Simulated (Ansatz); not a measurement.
Q: Name crystals whose computed values (the program Ansatz at the PBEsol level (PAW)) fall in these windows: Θ_D (K) 570 to 740; B₀ by P(V) fit (GPa) 170 to 220.

A: 

```json
[
 {"crystal": "AlCo, CsCl type", "Θ_D (K)": "640", "B₀ by P(V) fit (GPa)": "193"},
 {"crystal": "V2SiN, P6_3/mmc (V on 4f, Si on 2d, N on 2a)", "Θ_D (K)": "658", "B₀ by P(V) fit (GPa)": "219"},
 {"crystal": "BeCo, CsCl type", "Θ_D (K)": "717", "B₀ by P(V) fit (GPa)": "213"},
 {"crystal": "AlMo2C, P6_3/mmc (Al on 2d, Mo on 4f, C on 2a)", "Θ_D (K)": "579", "B₀ by P(V) fit (GPa)": "207"}
]
```
Others may fit too.

Spin orders computed, not proven ground states: BeCo, CsCl type ferromagnetic. Built on a structure type that need not be the filed one of that space group: BeCo, CsCl type. Typed or built starts, not in the databases checked: V2SiN, P6_3/mmc (V on 4f, Si on 2d, N on 2a); AlMo2C, P6_3/mmc (Al on 2d, Mo on 4f, C on 2a). Standing as an ambient phase not checked: BeCo, CsCl type. Began spin-polarised and lost the moments: AlCo, CsCl type; V2SiN, P6_3/mmc (V on 4f, Si on 2d, N on 2a). All cells were relaxed under the symmetry of their starts (and spin orders); stability against distortions was not tested throughout. Named crystals with no word on spin ran without spin polarisation. Spin–orbit coupling is left out wherever it is not named.

Potentials: the earlier of the program's two PAW sets. The files were generated under PBE; for other functionals the program regenerates the frozen cores, and for LDA and PBEsol the local potential too.
